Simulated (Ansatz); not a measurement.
**KRb₂ (P6_3/mmc)**

Computed with Ansatz, DFT PBE, scalar-relativistic, plane waves, PAW.

Settings: cutoff 420 eV, Γ-centred mesh 6×6×4 on the computed 6-atom cell, Gaussian smearing of 0.10 eV; no spin polarisation.

The structure is relaxed at this level of theory with its symmetry kept, and needn't be the ground state of this composition.

```
K Rb
1.0
     7.93957    0.00000    0.00000
    -3.96978    6.87587    0.00000
     0.00000    0.00000    9.44602
K Rb
2 4
Direct
  0.33333 0.66667 0.25000
  0.66667 0.33333 0.75000
  0.00000 0.00000 0.00000
  0.00000 0.00000 0.50000
  0.33333 0.66667 0.75000
  0.66667 0.33333 0.25000
```

| Property | Result |
| --- | --- |
| Space group | P6_3/mmc (No. 194) |
| Volume per atom | 85.95 Å³ |
| Formation energy from the elements' standard states (uncorrected) | +0.011 eV/atom |
| Kohn–Sham band gap | none (metal) |
| Density of states at the Fermi level | 5.1 states/eV per cell |
| Orbital (Löwdin) character within 0.5 eV of the Fermi level | Rb 5s 57 %, K 4s 30 %, unprojected 12 % |
| Bader charge by site (e) | K (2 in the cell) -0.31, Rb (2 in the cell) 0.19, Rb (2 in the cell) 0.12 |

The cell was found from a structure generator's guess, not taken from experiment. Löwdin shares on free-atom orbitals overweight diffuse shells.
